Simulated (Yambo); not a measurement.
G0W0@LDA for CsH (CsCl type, space group Pm-3m, No. 221) in Yambo. Reference settings: 4×4×4 Γ-centred k mesh, 121 bands and a 10 Ry block in the screening, 121 bands in G with the Bruneval-Gonze terminator, plasmon pole fitted at 27.2 eV. The LDA gap R → X on this mesh is 2.30 eV; G0W0 gaps are taken between the same points.

The settings were changed. The gap went from 4.36 eV to 4.19 eV, and the shift of the valence edge from -1.39 eV to -0.50 eV.

Q: What was changed between the two runs?
A. 20 bands in W, 20 bands in G, 4 Ry block, no terminator
B. 20 bands in W, 20 bands in G, 2 Ry block
C. 2×2×2 mesh
D. 20 bands in W, 20 bands in G, 4 Ry block

A: A, 20 bands in W, 20 bands in G, 4 Ry block, no terminator. The others gave (gap, valence shift): 2×2×2 mesh: 3.95, -1.17 eV; 20 bands in W, 20 bands in G, 2 Ry block: 4.10, -0.69 eV; 20 bands in W, 20 bands in G, 4 Ry block: 4.14, -0.70 eV.

Geometry of the Materials Project entry, not relaxed at this level; primitive cell a = b = c = 3.8184 Å, α = β = γ = 90.00°.

The structure is a Materials Project entry; no match was found in the copy of COD used, and its stability was not checked.

A shift is the quasiparticle energy of the state minus its LDA energy.
